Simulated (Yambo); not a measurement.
G0W0@LDA for K2SnF6 (space group P-3m1, No. 164) in Yambo. Reference settings: 3×3×2 Γ-centred k mesh, 209 bands and a 7 Ry block in the screening, 209 bands in G with the Bruneval-Gonze terminator, plasmon pole fitted at 27.2 eV. The LDA gap Γ → Γ on this mesh is 5.19 eV; G0W0 gaps are taken between the same points.

The settings were changed. The gap went from 9.29 eV to 10.13 eV, and the shift of the valence edge from -2.36 eV to -2.44 eV.

Name the change that produced these shifts.
(A) 62 bands in W, 62 bands in G, 6 Ry block
(B) 62 bands in W, 62 bands in G, 2 Ry block
(C) 62 bands in W, 62 bands in G, 3 Ry block
(D) 62 bands in W, 62 bands in G, 4 Ry block

A, 62 bands in W, 62 bands in G, 6 Ry block. The others gave (gap, valence shift): 62 bands in W, 62 bands in G, 2 Ry block: 11.05, -3.56 eV; 62 bands in W, 62 bands in G, 3 Ry block: 10.60, -3.03 eV; 62 bands in W, 62 bands in G, 4 Ry block: 10.28, -2.64 eV.

The standard potential for Sn keeps a d shell in the valence without the s and p states of that shell. In tests on such compounds this moved G0W0 gaps by up to about 0.9 eV, so absolute quasiparticle energies here are unreliable; differences between settings are what counts.

Spin-orbit coupling is not included.

Geometry of the Materials Project entry, not relaxed at this level; primitive cell a = b = 5.8564 Å, c = 4.5821 Å, α = β = 90.00°, γ = 120.00°.

The structure is a Materials Project entry; no match was found in the copy of COD used, and its stability was not checked.

A shift is the quasiparticle energy of the state minus its LDA energy.
